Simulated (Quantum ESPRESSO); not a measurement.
pw.x input (Quantum ESPRESSO 7.5; PBE, PseudoDojo standard norm-conserving files, scalar-relativistic):

```
&CONTROL
  calculation = 'scf'
  pseudo_dir = './pseudo'
  outdir = './out'
  tprnfor = .true.
  tstress = .true.
/
&SYSTEM
  ibrav = 0
  nat = 6
  ntyp = 2
  ecutwfc = 84.0
  ecutrho = 336.0
  occupations = 'smearing'
  smearing = 'fd'
  degauss = 0.002
  nbnd = 31
/
&ELECTRONS
  conv_thr = 6e-10
/
ATOMIC_SPECIES
O 15.9990 O.upf
Ge 72.6300 Ge.upf
CELL_PARAMETERS angstrom
  4.423375315000   0.000000000000   0.000000000000
  0.000000000000   4.423375315000   0.000000000000
  0.000000000000   0.000000000000   2.883398624000
ATOMIC_POSITIONS crystal
O   0.806356707200   0.193669850900   0.500000000000
O   0.193669850900   0.806356707200   0.500000000000
O   0.306356707200   0.306356707200   0.000000000000
O   0.693669850900   0.693669850900   0.000000000000
Ge   0.500013279050   0.500013279050   0.500000000000
Ge   0.000013279050   0.000013279050   0.000000000000
K_POINTS automatic
6 6 10 0 0 0
```

End of the output:

```

[...]
     the Fermi energy is    11.8412 ev
!    total energy              =    -489.64006862 Ry
     estimated scf accuracy    <          1.4E-11 Ry
     smearing contrib. (-TS)   =      -0.00000000 Ry
     internal energy E=F+TS    =    -489.64006862 Ry
     The total energy is F=E-TS. E is the sum of the following terms:
     one-electron contribution =    -157.78333295 Ry
     hartree contribution      =     121.26345997 Ry
     xc contribution           =    -121.40156132 Ry
     ewald contribution        =    -331.71863433 Ry
     convergence has been achieved in  12 iterations
     Forces acting on atoms (cartesian axes, Ry/au):
     atom    1 type  1   force =    -0.00213588    0.00213613    0.00000000
     atom    2 type  1   force =     0.00213613   -0.00213588    0.00000000
     atom    3 type  1   force =    -0.00213593   -0.00213593    0.00000000
     atom    4 type  1   force =     0.00213606    0.00213606    0.00000000
     atom    5 type  2   force =    -0.00000061   -0.00000061    0.00000000
     atom    6 type  2   force =     0.00000024    0.00000024    0.00000000
     Total force =     0.006042     Total SCF correction =     0.000005
     Computing stress (Cartesian axis) and pressure
          total   stress  (Ry/bohr**3)                   (kbar)     P=       76.64
   0.00049828  -0.00000000   0.00000000           73.30       -0.00        0.00
  -0.00000000   0.00049828   0.00000000           -0.00       73.30        0.00
   0.00000000   0.00000000   0.00056638            0.00        0.00       83.32
```
In a gapped system the printed Fermi energy is only some level inside the gap.

Spin-orbit coupling is not included.

Geometry relaxed with PBEsol.
